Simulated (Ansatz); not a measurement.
An Ansatz input and the part of its output that reports the observables at the nuclei.

The cell is an entry of the Crystallography Open Database (COD), relaxed with PBE at fixed cell and then changed (volume scaled by 0.96, ions relaxed).

```yaml
crystal:
  lattice:
    - [2.910128137, 0.0, 0.0]
    - [-1.4550640685, 2.5202448949, 0.0]
    - [0.0, 0.0, 4.6226679121]
  atoms:
    - { symbol: Ti, position: [0.3333333333, 0.6666666667, 0.25] }
    - { symbol: Ti, position: [0.6666666667, 0.3333333333, 0.75] }
kpoints:
  mp_grid: { grid: [18, 18, 10] }
scf:
  occupations: { method: fermi_dirac, width: 0.05 }
hamiltonian:
  xc: pbe
  pseudopotentials: { kind: paw }
output:
  forces: true
  stress: true
  populations: true
  efg: { quadrupole_moments_barn: { Ti: 0.247 }, contact_densities: true }
  write_density: true
  write_potential: true
  elf: true
  volumetric_format: npy
relax:
  f_tol: 0.02
  max_steps: 60
```

```sh
ansatz run input.yaml --threads 1 --pin off --max-ram 3072MiB --backend cpu --events-out ev --progress --plain --runs-dir out
```

The run relaxes the ions first, and the block belongs to the relaxed positions.

Of the output, the block on the nuclei alone is shown; the set-up, the SCF iterations, energies, forces and stress are cut.

```
--- PAW observables at the nuclei: V_zz in 10²¹ V/m², potentials from the cell's mean, atoms counted from 1 ---
  atom   1  Ti V_zz =    +2.042182   η = 0.0000   by run symmetry: allowed   C_q = +12.1968 MHz
            electrostatic potential = -2531.712540 V   contact ρ = 56792.069609 e/Å³
  atom   2  Ti V_zz =    +2.042182   η = 0.0000   by run symmetry: allowed   C_q = +12.1968 MHz
            electrostatic potential = -2531.712540 V   contact ρ = 56792.069609 e/Å³
```

The relaxation (1 step) took 3.5 s of wall time (3.4 s of CPU time) and 0.47 GiB at its peak, on 1 thread of AMD EPYC 9R45 (Zen 5) (x86_64; 16 cores open to the job, memory cap 3.0 GiB, no GPU), a shared host with a load of 0.4 a core.

The run finds no gap above 0.1 eV (a metal, or nearly one), so the gradients can move by 10 % or more with the k-mesh.
